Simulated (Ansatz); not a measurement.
**Question.** Name crystals whose computed values (DFT-PBEsol in the program Ansatz with PAW potentials) fall in these windows: B₀ by P(V) fit (GPa) 120 to 150; highest Γ mode, no LO–TO term (cm⁻¹) 150 to 180; G_Hill (GPa) 24 to 31.

**Answer.** 

```tsv
crystal	B₀ by P(V) fit (GPa)	highest Γ mode, no LO–TO term (cm⁻¹)	G_Hill (GPa)
ZrCu, CsCl type	131	161	28.8
```
Others may fit too.

Standing as an ambient phase not checked: ZrCu, CsCl type. The cell was relaxed under the symmetry of its start. Rows with no word on spin ran without spin polarisation. Scalar-relativistic: spin–orbit coupling is off unless named, which matters more the heavier the elements.

Potentials: the later of the program's two PAW sets.
